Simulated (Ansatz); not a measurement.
AlP:
```yaml
crystal:
  lattice:
    - [3.71111, 0.00000, 0.00000]
    - [0.00000, 3.71111, 0.00000]
    - [0.00000, 0.00000, 6.22435]
  atoms:
    - { symbol: Al, position: [0.00000, 0.50000, 0.00000] }
    - { symbol: Al, position: [0.50000, 0.00000, 0.50000] }
    - { symbol: P, position: [0.00000, 0.00000, 0.25000] }
    - { symbol: P, position: [0.00000, 0.00000, 0.75000] }
```

Relaxed with PBE. Special points in fractions of this cell's reciprocal vectors: Γ (0.000, 0.000, 0.000); X (0.000, 0.500, 0.000); M (0.500, 0.500, 0.000); Z (0.000, 0.000, 0.500); R (0.000, 0.500, 0.500); A (0.500, 0.500, 0.500).

**Question.** List the band energies nearest the Fermi level at these points for the program Ansatz at the PBE level (PAW).

**Answer.** In eV from the Fermi level; about four levels below and three above (degenerate sets whole), none deeper than 8.9 eV; points with the same levels are listed once.

```json
[
 {"k": "Γ", "below": "-2.26 -2.26 -0.34 -0.34 -0.11", "above": "0.01 1.94 3.39 3.39"},
 {"k": "X", "below": "-6.04 -3.83 -1.67 -1.40", "above": "0.10 0.72 2.47"},
 {"k": "M", "below": "-5.13 -3.14 -3.14 -1.40", "above": "1.00 1.00 1.34"},
 {"k": "Z", "below": "-1.82 -1.82 -1.22 -1.22", "above": "1.01 1.01 3.42 3.42"},
 {"k": "R", "below": "-3.17 -3.03 -1.36 -0.52", "above": "1.11 2.16 2.80"},
 {"k": "A", "below": "-2.31 -2.31 -0.51 -0.51", "above": "3.66 3.66 4.02 4.02"}
]
```

Space group P4_2/mmc. The cell is a constructed one: a structure type filled with these elements; neither database checked (COD, Materials Project) lists it. It is not the phase usual at ambient conditions (space group No. 216). The PBE relaxation kept the symmetry of its start; its stability against distortions is not shown here.

Potentials: the later of the program's two PAW sets.
